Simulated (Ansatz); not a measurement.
ZnCl₂:
```yaml
crystal:
  lattice:
    - [-2.79673, 2.79673, 4.97447]
    - [2.79673, -2.79673, 4.97447]
    - [2.79673, 2.79673, -4.97447]
  atoms:
    - { symbol: Zn, position: [0.75000, 0.25000, 0.50000] }
    - { symbol: Zn, position: [0.00000, 0.00000, 0.00000] }
    - { symbol: Cl, position: [0.10340, 0.12500, 0.47840] }
    - { symbol: Cl, position: [0.87500, 0.35340, 0.97840] }
    - { symbol: Cl, position: [0.64660, 0.62500, 0.52160] }
    - { symbol: Cl, position: [0.37500, 0.89660, 0.02160] }
```

Relaxed with PBEsol.

Problem. Map the electron localisation function on the plane through (0.000, 0.000, 0.000) spanned by u = [1, 1, 0] and v = [1, -1, 1] in lattice vectors, from plane-wave PAW PBEsol (Ansatz code).

Solution. x is the fraction of u, y of v (the angle between them is 119°; rows are the nearest grid lines); atoms in the plane: Zn at (0.00, 0.00), Cl at (0.62, 0.49), Cl at (0.13, 0.51).
```
|0001110000000000000000000000000000111000|
|0111222100000000000001111000000001111000|
|1124554210000000000024443100000011111111|
|6888876310000000001488876300000111111136|
|9999874210000000026899986300000000024789|
|9997421111000000268899974100000000258899|
|9974211111000000367899862000000001468899|
|5311111111110000246775200000000000357775|
|1111123666642000012200002466531000012221|
|1124799999874100000002689999875100000001|
|1368998899874100000036899999985200000001|
|5899733799862000000289997799985200000025|
|8999779998520000002599733799862000000268|
|8999999852000000013699889987410000000368|
|8999987510000000112499999874100000000268|
|4665310000122211111266664200001221000024|
|0000000357775311111111100002467775200000|
|0000146889997421111100000367899986200000|
|0000258899997421111000002688999974100000|
|0002478999987421000000026899998630000000|
|1111368888763100000000147888763000001111|
|1111124554210000000000124443100000011111|
|0001112221000000000000011110000000011110|
|0001110000000000000000000000000000111000|
```
Scale: ten equal steps from 0.000 (start of '0') to 0.903 (end of '9'), in the order '0123456789'; x runs from 0.000 to 1.00, y from 0.000 (bottom) to 1.00 (top).

The density is the valence pseudo-density with augmentation charge, so density and ELF within about 1 Å of a nucleus are not all-electron values.

Space group I-42d. Its axis ratio c/a = 1.78 departs by over 6 % from that of the usual cell of this phase: another minimum, or an error of the functional. The cell was relaxed with PBEsol under the symmetry of its start; whether a distortion lowers the energy is not shown.

Potentials: the later of the program's two PAW sets.
